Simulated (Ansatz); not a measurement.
ZnAu:
```
ZnAu
1.0
    3.18661     0.00000     0.00000
    0.00000     3.18661     0.00000
    0.00000     0.00000     3.18661
Au Zn
1 1
Direct
  0.00000   0.00000   0.00000
  0.50000   0.50000   0.50000
```

Relaxed with PBE. Special points in fractions of this cell's reciprocal vectors: Γ (0.000, 0.000, 0.000); X (0.000, 0.500, 0.000); M (0.500, 0.500, 0.000); R (0.500, 0.500, 0.500).

Problem. List the band energies nearest the Fermi level at these points for PBE in the plane-wave PAW code Ansatz.

Solution. In eV from the Fermi level; about four levels below and three above (degenerate sets whole), none deeper than 8.9 eV; points with the same levels are listed once.

```
k                          below                     above
-  -----------------------------  ------------------------
Γ  -5.32 -5.32 -3.70 -3.70 -3.70            4.90 4.90 4.90
X        -4.80 -4.80 -3.84 -2.40         10.28 10.84 10.84
M  -4.04 -4.04 -3.15 -1.87 -1.87           0.69 2.25 10.16
R  -6.22 -6.22 -6.22 -3.10 -3.10  1.26 3.32 3.68 3.68 3.68
```

Space group Pm-3m (CsCl type). The PBE relaxation kept the symmetry of its start; of distortions, only those at the zone centre were tested. Spin–orbit coupling is left out wherever it is not named.

Potentials: the later of the program's two PAW sets.
